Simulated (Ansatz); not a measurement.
(001) slab cut from the bulk of Re, 15 Å of vacuum:

```
CELL_PARAMETERS angstrom
2.77489 0.00000 0.00000
-1.38745 2.40313 0.00000
0.00000 0.00000 26.21033
ATOMIC_POSITIONS crystal
Re 0.33333 0.66667 0.28615
Re 0.66667 0.33333 0.37169
Re 0.33333 0.66667 0.45723
Re 0.66667 0.33333 0.54277
Re 0.33333 0.66667 0.62831
Re 0.66667 0.33333 0.71385
```

These are results of Ansatz 0.2.0, DFT PBE, scalar-relativistic, plane waves, PAW, not measurements. Settings: cutoff 420 eV, Γ-centred mesh 15×15×1 on the computed 6-atom cell, Gaussian smearing of 0.10 eV; no spin polarisation. The cell repeats along c with a dipole correction in the vacuum.

This base run converges in 8 iterations with a largest force of 1.380 eV/Å and a work function of 5.03 eV on the top face.

Settings are then changed, some of them on purpose to poor values; changes count from the base run, and γ keeps the base's bulk energy.

Q: What does each change do? occupations cold 0.2 eV; field of -0.3 V/Å along c; no dipole correction, vacuum of 5 Å; k mesh 7×7×1; vacuum of 22 Å; occupations methfessel-paxton 0.2 eV; the slab 2 repeats of the bulk cell thicker; isolated along c.

A: 
```csv
change,outcome,SCF iterations,ΔE at zero smearing (meV/atom),Δγ (J/m²),Δφ top (eV),largest force (eV/Å)
occupations cold 0.2 eV,converged,8,+0.2,+0.001,-0.01,1.343
field of -0.3 V/Å along c,converged,11,-4.1,,,1.391
"no dipole correction, vacuum of 5 Å",converged,8,-11.6,-0.083,,1.433
k mesh 7×7×1,converged,9,-11.8,-0.085,-0.04,1.476
vacuum of 22 Å,converged,8,0.0,0.000,0.00,1.380
occupations methfessel-paxton 0.2 eV,converged,8,-0.1,-0.001,0.00,1.389
the slab 2 repeats of the bulk cell thicker,converged,8,-162.7,-0.017,+0.01,1.250
isolated along c,converged,9,0.0,0.000,0.00,1.380
```

Settings at which electrons spill into the vacuum are left out.

Spin-orbit coupling is left out, which matters for the bands of heavy elements.
